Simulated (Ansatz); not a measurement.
# What moves the field gradients of BiTe?

Cell of run 1: a COD entry.

Space group P-3m1 (No. 164); a = 4.4220, c = 24.0500 Å, γ = 120.00°.

| site | Wyckoff | site symmetry | x | y | z |
| --- | --- | --- | --- | --- | --- |
| Bi1 | 2c | 3m. | 0.0000 | 0.0000 | 0.1252 |
| Bi3 | 2d | 3m. | 0.3333 | 0.6667 | 0.2922 |
| Bi5 | 2d | 3m. | 0.6667 | 0.3333 | 0.4593 |
| Te7 | 2d | 3m. | 0.3333 | 0.6667 | 0.0530 |
| Te9 | 2d | 3m. | 0.6667 | 0.3333 | 0.2111 |
| Te11 | 2c | 3m. | 0.0000 | 0.0000 | 0.3631 |

One atom of each set is listed.

Relaxed positions (PBE, cell held):

Bi1 (0.0000, 0.0000, 0.1248)
Bi3 (0.3333, 0.6667, 0.2916)
Bi5 (0.6667, 0.3333, 0.4650)
Te7 (0.3333, 0.6667, 0.0536)
Te9 (0.6667, 0.3333, 0.2087)
Te11 (0.0000, 0.0000, 0.3636)

All runs are DFT with Ansatz 0.2.0 (plane waves and PAW, scalar-relativistic unless spin–orbit coupling is named, Γ-centred meshes, Fermi–Dirac smearing where given) in this cell.

Run 1: PBE, atoms as given; 420 eV, 11×11×2 k-points, smearing 0.02 eV.
Run 2: PBE, atoms relaxed; 420 eV, 11×11×2 k-points, smearing 0.05 eV.
Run 3: r2SCAN, at the relaxed atoms; 500 eV, 11×11×2 k-points, smearing 0.05 eV.
Run 4: PBE with spin–orbit coupling, at the relaxed atoms; 420 eV, 11×11×2 k-points, smearing 0.05 eV.
Run 5: LDA, at the relaxed atoms; 420 eV, 11×11×2 k-points, smearing 0.05 eV.
Run 6: PBEsol, at the relaxed atoms; 420 eV, 11×11×2 k-points, smearing 0.05 eV.

**Question.** What does each run give, and what moves the gradients most?

**Answer.** 

```
run  Bi1 V_zz (η)  Bi5 V_zz (η)  Te7 V_zz (η)  Te11 V_zz (η)
  1   1.60 (0.00)  12.83 (0.00)  0.038 (0.00)   0.080 (0.00)
  2   0.77 (0.00)   6.26 (0.00)  -1.35 (0.00)    0.40 (0.00)
  3   1.35 (0.00)   4.47 (0.00)  -2.68 (0.00)   -0.54 (0.00)
  4   0.67 (0.00)   6.19 (0.00)   1.74 (0.00)    2.80 (0.00)
  5   0.88 (0.00)   6.82 (0.00)  -1.10 (0.00)    0.53 (0.00)
  6   0.78 (0.00)   6.63 (0.00)  -1.16 (0.00)    0.49 (0.00)
```

V_zz in 10²¹ V/m²; 4 of the 6 sets of like atoms are followed. Against run 1, the gradient tensors on these sites move by at most 6.58 in run 2 (Bi5), 8.36 in run 3 (Bi5), 6.64 in run 4 (Bi5), 6.02 in run 5 (Bi5), 6.21 in run 6 (Bi5). Taken one at a time, the positions of the atoms (as given or relaxed) move the tensors on these sites by up to 6.58 (largest principal value of the change, on Bi5), spin–orbit coupling by 3.09 (Te7), the functional (between the two that differ most) by 2.34 (Bi5).

In runs 2, 3, 4, 5, 6 the gap is small for the k-mesh or the smearing, and small gradients can still move by 0.1 × 10²¹ V/m² or more. In run 1 there is no gap above 0.1 eV, so the gradients can move by 10 % or more with the k-mesh. In runs 1, 3, 4 the atoms aren't at the calculated equilibrium (largest force 1.3, 0.27, 0.26 eV/Å).
